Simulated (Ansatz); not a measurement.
Os (hcp, Mg type)

Space group P6₃/mmc (No. 194); a = 2.755 Å, b = 2.755 Å, c = 4.344 Å, α = 90.00°, β = 90.00°, γ = 120.00°

```tsv
atom	site	symmetry	x	y	z
Os	2d	-6m2	0.6667	0.3333	0.2500
```

Equation-of-state scan: isotropic scaling of the cell above, V₀ being its volume. Symmetry pins the atoms to their sites.

Level of theory: PBE (plane waves to 420 eV, PAW, scalar-relativistic; Ansatz, an electronic-structure program). k mesh 19×19×11 (Γ-centred), Fermi-Dirac smearing 0.05 eV. E stands for the smeared free energy. With the shape held, the modulus is that of even scaling; a crystal free to change shape is softer. Os is run without spin polarisation. Os was relaxed with its symmetry unable to fall. Spin-orbit coupling is left out, though Os is heavy. ΔE is measured from the relaxed starting cell. The last digit holds for this mesh only.

```json
[
 {"V (Å³/atom)": "12.849", "ΔE (meV/atom)": "217.2"},
 {"V (Å³/atom)": "13.206", "ΔE (meV/atom)": "116.0"},
 {"V (Å³/atom)": "13.563", "ΔE (meV/atom)": "49.0"},
 {"V (Å³/atom)": "13.919", "ΔE (meV/atom)": "11.7"},
 {"V (Å³/atom)": "14.276", "ΔE (meV/atom)": "0.0"},
 {"V (Å³/atom)": "14.633", "ΔE (meV/atom)": "10.6"},
 {"V (Å³/atom)": "14.990", "ΔE (meV/atom)": "40.3"},
 {"V (Å³/atom)": "15.347", "ΔE (meV/atom)": "86.7"},
 {"V (Å³/atom)": "15.704", "ΔE (meV/atom)": "147.3"}
]
```

Q: What is the fitted pressure derivative B₀′?

A: 4.8.

Q: What bulk modulus at fixed cell shape B₀ follows from a third-order Birch-Murnaghan fit?

A: 398 GPa. Check by three points about V = 14.276 Å³/atom, step 0.714: d²E/dV² ≈ (49 − 2·0 + 40) meV / 0.714² = 0.175 eV/Å⁶, and V·d²E/dV² × 160.2 = 400 GPa.

(A scan under strain: stresses follow from slopes of the energy per volume, elastic moduli from its curvatures.)
